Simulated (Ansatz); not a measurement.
**Sr4GaSi3: energy from the work of forces and stress**

```yaml
crystal:
  lattice:
    - [4.14757, 0.00000, 0.00000]
    - [0.00000, 4.78818, 0.00000]
    - [0.00000, 0.00000, 11.50746]
  atoms:
    - { symbol: Sr, position: [0.00000, 0.00000, 0.36501] }
    - { symbol: Sr, position: [0.00000, 0.50000, 0.85862] }
    - { symbol: Sr, position: [0.50000, 0.50000, 0.14014] }
    - { symbol: Sr, position: [0.50000, 0.00000, 0.63800] }
    - { symbol: Ga, position: [0.00000, 0.00000, 0.06255] }
    - { symbol: Si, position: [0.00000, 0.50000, 0.56239] }
    - { symbol: Si, position: [0.50000, 0.50000, 0.43966] }
    - { symbol: Si, position: [0.50000, 0.00000, 0.93362] }
```

Theory: Ansatz 0.2.0, DFT PBEsol, scalar-relativistic, plane waves, PAW.

Settings: cutoff 420 eV, Γ-centred mesh 8×8×4 on the computed 8-atom cell, Gaussian smearing of 0.10 eV; no spin polarisation.

At the start the stress (GPa, compression positive, xx yy zz yz xz xy) is -1.44 -1.70 -0.94 0.00 0.00 0.00 and the forces (eV/Å) are Sr1 (0.00, 0.00, 0.01); Sr2 (0.00, 0.00, -0.02); Sr3 (0.00, 0.00, 0.01); Sr4 (0.00, 0.00, 0.01); Ga5 (0.00, 0.00, 0.02); Si6 (0.00, 0.00, 0.07); Si7 (0.00, 0.00, -0.06); Si8 (0.00, 0.00, -0.03). Each variant moves atoms by u and then strains the cell by ε, so an atom ends at (r + u)(1 + ε); shears are tensor components, each standing twice in ε. The starting volume is 228.53 Å³.

Variant 1: strain (xx yy zz yz xz xy, %) -3.15 5.21 -4.43 0.00 0.00 0.00, moves (Å) Sr1 (0.000, 0.000, 0.060); Sr2 (0.000, 0.000, 0.047); Sr3 (0.000, 0.000, -0.089); Sr4 (0.000, 0.000, 0.014); Ga5 (0.000, 0.000, 0.316); Si6 (0.000, 0.000, 0.014); Si7 (0.000, 0.000, -0.199); Si8 (0.000, 0.000, -0.163). There the stress is 0.41 -3.26 1.05 0.00 0.00 0.00 GPa and the forces (eV/Å) are Sr1 (0.00, 0.00, -0.08); Sr2 (0.00, 0.00, -0.25); Sr3 (0.00, 0.00, 0.30); Sr4 (0.00, 0.00, -0.17); Ga5 (0.00, 0.00, -1.35); Si6 (0.00, 0.00, -0.44); Si7 (0.00, 0.00, 0.91); Si8 (0.00, 0.00, 1.09).

Variant 2: strain (xx yy zz yz xz xy, %) -1.18 8.74 0.66 0.00 0.00 0.00, moves (Å) Sr1 (0.000, 0.000, 0.215); Sr2 (0.000, 0.000, 0.052); Sr3 (0.000, 0.000, 0.129); Sr4 (0.000, 0.000, -0.118); Ga5 (0.000, 0.000, -0.072); Si6 (0.000, 0.000, -0.296); Si7 (0.000, 0.000, 0.085); Si8 (0.000, 0.000, 0.005). There the stress is 1.00 -6.74 -0.75 0.00 0.00 0.00 GPa and the forces (eV/Å) are Sr1 (0.00, 0.00, -0.91); Sr2 (0.00, 0.00, -0.16); Sr3 (0.00, 0.00, -0.07); Sr4 (0.00, 0.00, 0.57); Ga5 (0.00, 0.00, 0.32); Si6 (0.00, 0.00, 2.31); Si7 (0.00, 0.00, -1.83); Si8 (0.00, 0.00, -0.23).

Estimate each change of free energy from forces and stresses by the trapezoid rule along the path (r + tu)(1 + tε), t from 0 to 1, and compare with the computed change.

The derivative of the energy along the path is −F·u(1 + tε) for the atoms and −V σ(1 + tε)⁻¹ : ε for the cell, with F, σ and V taken at t (σ positive in compression; 1 eV/Å³ = 160.2 GPa). Averaging t = 0 and t = 1 gives, in meV per atom:
```csv
variant,work on atoms,work on cell,sum,computed
1,48.7,19.6,68.2,73.4
2,73.6,66.2,139.8,147.5
```

The rule is exact for a quadratic energy surface and overshoots a term ct³ by c/2, so the difference between the last two columns measures the net anharmonic part along the path (terms of opposite sign can cancel, and the finite basis adds a little): 5 to 7 % here.

Cost: 3 runs of about 3.8 core-minutes in all, on Arm Neoverse V2 (shared hosts).